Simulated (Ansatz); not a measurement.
V (bcc (W type), space group No. 229) under volume change, LDA in the plane-wave PAW code Ansatz, scaled uniformly.

| V (Å³/atom) | E − E(relaxed) (meV/atom) | P (GPa) |
|---|---|---|
| 11.397 | 77.0 | 23.59 |
| 11.773 | (withheld) | (withheld) |
| 12.149 | 7.7 | 6.76 |
| 12.525 | 0.0 | -0.01 |
| 12.900 | 7.1 | -5.89 |
| 13.276 | (withheld) | (withheld) |
| 13.652 | 58.0 | -15.37 |

### Question
Fill in the missing entries.

### Answer

- 11.773, E − E(relaxed) (meV/atom): 32.5
- 11.773, P (GPa): 14.57
- 13.276, E − E(relaxed) (meV/atom): 27.0
- 13.276, P (GPa): -10.97

### Question
What does a third-order Birch–Murnaghan fit give for V₀, B₀ and B′?

### Answer
V₀ = 12.52 Å³/atom, B₀ = 210 GPa, B′ = 3.8.

Space group Im-3m (bcc (W type)). The LDA relaxation kept the symmetry of its start. The workflow began spin-polarised and lost its moments.

Potentials: the earlier of the program's two PAW sets.
